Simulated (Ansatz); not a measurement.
## Checking a converged run of Ni

The cell (2 atoms) is Ni as a measured crystal structure (space group Fm-3m, primitive cell doubled). The computed pressure is over 10 GPa in size, so the cell is far from the computed equilibrium volume. Source: COD entry 9012988; the sample's temperature and pressure aren't taken into account, and it need not be the stable phase.

These are results of Ansatz development build ahead of 0.2.0, DFT, LDA, PAW, plane waves, scalar-relativistic, not measurements.

```yaml
crystal:
  lattice:
    - [0.0, -1.76795, -1.76795]
    - [-3.5359, -1.76795, -1.76795]
    - [0.0, 1.76795, -1.76795]
  atoms:
    - { symbol: Ni, position: [0.0, 0.0, 0.0], spin: 2.0 }
    - { symbol: Ni, position: [0.0, 0.5, 0.5], spin: -2.0 }
  symmetry: { detect: false, time_reversal: true }
magnetization:
  spin_polarized: true
hamiltonian:
  xc: lda
  pseudopotentials: { kind: paw }
basis:
  ecutwfc: 420
kpoints:
  mp_grid: { grid: [14, 8, 11] }
scf:
  occupations: { method: gaussian, width: 0.1 }
  lower_state_search: "off"
output:
  forces: true
  stress: true
```

It took 38 s on 2 threads of Intel(R) Xeon(R) 6975P-C (shared host), peak memory 0.88 GiB.

The end of the output:

```
SCF converged after 22 iterations
Magnetization: 0.0000 μB (18.0000 up, 18.0000 down)
Absolute magnetization: 0.0000 μB (∫|ρ↑−ρ↓|, with the PAW one-centre terms)
Spin contamination: 0.0000 ħ² per cell (⟨S²⟩ above its minimum at these occupations)
Per-site moments (μB) at R_I (Å): [(2.7849e-6, 1.0313), (4.5045e-6, 1.0313)]
Free energy (F): -11546.534553 eV
Harris-Foulkes:  -11546.534553 eV  (|F-HF|=5.98e-10)
Internal energy: -11546.492366 eV  (E = F + TS)
E sigma→0 (E₀):  -11546.513460 eV
Entropy (-TS):   -0.042187 eV (-21.093 meV/atom)
Fermi energy:    17.170851 eV
--- Forces (eV/Å), atoms counted from 1 ---
  atom   1  Ni     0.00000000    -0.00000000     0.00000000
  atom   2  Ni     0.00000000    -0.00000000     0.00000000
--- Stress (GPa, compression-positive) ---
      -20.642040       0.013237       0.013237
        0.013237     -20.407113       0.022847
        0.013237       0.022847     -20.407113
  P = ⅓ Tr σ = -20.4854 GPa (-204.854 kbar)
```

The mesh has less symmetry than the lattice, which lowers the symmetry of the run.

A small moment in a metal is sensitive to the mesh and the smearing.

Site moments are taken inside atomic spheres and don't add up to the total.

Question: Would you trust this as the ground state? If a lower solution is known, describe it.

Answer: No. A state 46.3 meV/atom (0.093 eV per cell) lower exists in this cell: ferromagnetic, site moments Ni1 0.64, Ni2 0.64 μB, total 1.22 μB per cell, no gap on the k-mesh. It was reached from: parallel moments, default search for lower states [Ni1 2.00, Ni2 2.00 μB]; spin on, no moments given (the program may seed its own), plain SCF. Signs that this run gave and the runs to the lower state didn't: a negative reading of the dielectric operator (it may be a saddle point). This multiple of the primitive cell fits some opposed orders; other multiples fit others. Orders that need a larger cell or non-collinear spins weren't tried.
